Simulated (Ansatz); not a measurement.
AlP (zinc blende), relaxed and computed with several functionals in Ansatz (plane waves, PAW).

```json
[
 {"functional": "HSE06", "a (Å)": "5.476", "gap (eV)": "2.28", "B₀ by P(V) fit (GPa)": "90.7"},
 {"functional": "PBE", "a (Å)": "5.508", "gap (eV)": "1.63", "B₀ by P(V) fit (GPa)": "82.5"},
 {"functional": "LDA", "a (Å)": "[?]", "gap (eV)": "[?]", "B₀ by P(V) fit (GPa)": "[?]"}
]
```

### Question
Some entries are withheld; supply them.

### Answer

- LDA, a (Å): 5.434
- LDA, gap (eV): 1.42
- LDA, B₀ by P(V) fit (GPa): 89.9

All cells were relaxed under the symmetry of their starts (and spin orders); stability against distortions was not tested throughout.

Potentials: the later of the program's two PAW sets.

Ansatz (a quantum-chemistry and plane-wave program) is a plane-wave DFT program.
